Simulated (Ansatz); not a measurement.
Relaxed-ion elastic tensor of Nb (fcc (Cu type), space group No. 225) in GPa (Voigt order), plane-wave PAW PBEsol (Ansatz code); density 8.51 g/cm³, 18.13 Å³ per atom.

```json
[
 {"": "1", "1": "-22.8", "2": "273", "3": "273", "4": "0.0", "5": "0.0", "6": "0.0"},
 {"": "2", "1": "273", "2": "-22.8", "3": "273", "4": "0.0", "5": "0.0", "6": "0.0"},
 {"": "3", "1": "273", "2": "273", "3": "-22.8", "4": "0.0", "5": "0.0", "6": "0.0"},
 {"": "4", "1": "0.0", "2": "0.0", "3": "0.0", "4": "-64.6", "5": "0.0", "6": "0.0"},
 {"": "5", "1": "0.0", "2": "0.0", "3": "0.0", "4": "0.0", "5": "-64.6", "6": "0.0"},
 {"": "6", "1": "0.0", "2": "0.0", "3": "0.0", "4": "0.0", "5": "0.0", "6": "-64.6"}
]
```

Is the crystal mechanically stable?

No: the smallest eigenvalue of C is -296 GPa.

Space group Fm-3m (fcc (Cu type)). The workflow started from an entry of the Crystallography Open Database (COD), which files this formula under 2 space groups. It is not the phase usual at ambient conditions (space group No. 229). Symmetry was held in the PBEsol relaxation. At this level the phase is mechanically unstable. The run is not spin-polarised. As this level gives no gap, shear constants depend on the k-mesh and smearing (Fermi–Dirac, 0.1 eV here).

Potentials: the earlier of the program's two PAW sets.
